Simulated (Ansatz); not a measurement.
Is this Zn4Te3O structure a true minimum?

The cell was found from a proposed guess, not taken from experiment.

Theory: Ansatz, DFT PBE, scalar-relativistic, plane waves, PAW. Settings: cutoff 420 eV, Γ-centred mesh 8×8×4 on the computed 8-atom cell, Gaussian smearing of 0.02 eV; no spin polarisation.

The cell below (8 atoms, space group P-4m2 (No. 115)) is relaxed within its symmetry.

```
CELL_PARAMETERS angstrom
4.14683 0.00000 0.00000
0.00000 4.14683 0.00000
0.00000 0.00000 11.17069
ATOMIC_POSITIONS crystal
Zn 0.00000 0.50000 0.06380
Zn 0.50000 0.00000 0.93620
Zn 0.50000 0.00000 0.35457
Zn 0.00000 0.50000 0.64543
Te 0.50000 0.50000 0.21034
Te 0.50000 0.50000 0.78966
Te 0.00000 0.00000 0.50000
O 0.00000 0.00000 0.00000
```

For the test it was strained at random (σ = 1.5 % a component), the atoms were moved at random (σ = 0.10 Å), and all was relaxed again on a coarse 4×4×2 mesh (in the run’s order of axes) with 0.10 eV smearing, with no symmetry imposed.

These runs have no spin–orbit coupling, which can matter for Te.

Problem. Does it come back?

Solution. It doesn't return. The energy falls by 21 meV/atom on that mesh, the volume changes by 8.7 %, and the end has space group C2 (No. 5) at a loose tolerance. Relaxed again on a 6×6×4 mesh with 0.02 eV smearing, the new structure lies 15 meV/atom below the first (mesh in the axes of the run's cell; the cell below is made exact in the group named). Space group C2 (No. 5), monoclinic, a = 6.054 Å, b = 6.094 Å, c = 11.295 Å, β = 90.5°. Zn on its first site is surrounded by 1 O at 1.86 Å and 2 Te at 2.61–2.65 Å; Zn on its second site has 4 Te at 2.65–2.69 Å; Te on a site of symmetry 1 is surrounded by 4 Zn at 2.61–2.69 Å; O has 2 Zn at 1.86 Å; 1 more site not described.

```xyz
8
Lattice="3.0270 -3.0470 0.0000 3.0270 3.0470 0.0000 -0.0983 0.0000 11.2948" Properties=species:S:1:pos:R:3 pbc="T T T"
Zn    4.0768   -1.8760    6.7565
Zn    1.8790   -1.8760    4.5383
Zn    1.4732   -1.3848    9.7269
Zn    4.4826   -1.3848    1.5679
Te    2.9895    0.1019    8.1428
Te    2.9663    0.1019    3.1520
Te    3.0270   -2.9654    0.0000
O     2.9779   -2.8875    5.6474
```
